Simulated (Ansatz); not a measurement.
Problem. TaN3 (ReO3 type, space group No. 221) is relaxed with DFT-r²SCAN in the program Ansatz with PAW potentials. What lattice parameters of the conventional cell result?

Solution. a = 4.051 Å.

Problem. Is it a metal or does it have a gap at this level?

Solution. No gap at this level.

Space group Pm-3m (ReO3 type). The start of the workflow was typed in or built on a structure type; neither database checked (COD, Materials Project) lists it. Whether it is the stable phase at ambient conditions was not checked. The r²SCAN relaxation kept the symmetry of its start. At this level the phase is mechanically unstable. No spin polarisation was allowed. Its formation energy is positive at this level, so the cell may be metastable or incomplete. Scalar-relativistic: spin–orbit coupling is off unless named, which matters more the heavier the elements.

Potentials: the earlier of the program's two PAW sets. The files were generated under PBE; for other functionals the program regenerates the frozen cores, and for LDA and PBEsol the local potential too.
